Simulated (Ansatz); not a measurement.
A: Mg2Si (antifluorite type, space group Fm-3m), a = 6.365 Å, b = 6.365 Å, c = 6.365 Å, α = 90.00°, β = 90.00°, γ = 90.00°
B: SrO (rock salt), a = 5.195 Å, b = 5.195 Å, c = 5.195 Å, α = 90.00°, β = 90.00°, γ = 90.00°
C: CdS (zinc blende), a = 5.927 Å, b = 5.927 Å, c = 5.927 Å, α = 90.00°, β = 90.00°, γ = 90.00°

Scan: energy over volume and axial ratio (atoms clamped). One method and one kind of scan serve all of them; meshes and ranges differ. All were relaxed with their symmetry unable to fall.

Problem. Rank these by shear modulus C′ = (C11 − C12)/2 (fitted) (highest first), as PBE (plane waves to 420 eV, PAW, scalar-relativistic; Ansatz, a quantum-chemistry and plane-wave program) gives it.

Solution. B (56 GPa), A (46 GPa), C (10 GPa)

(A scan under strain: stresses follow from slopes of the energy per volume, elastic moduli from its curvatures.)
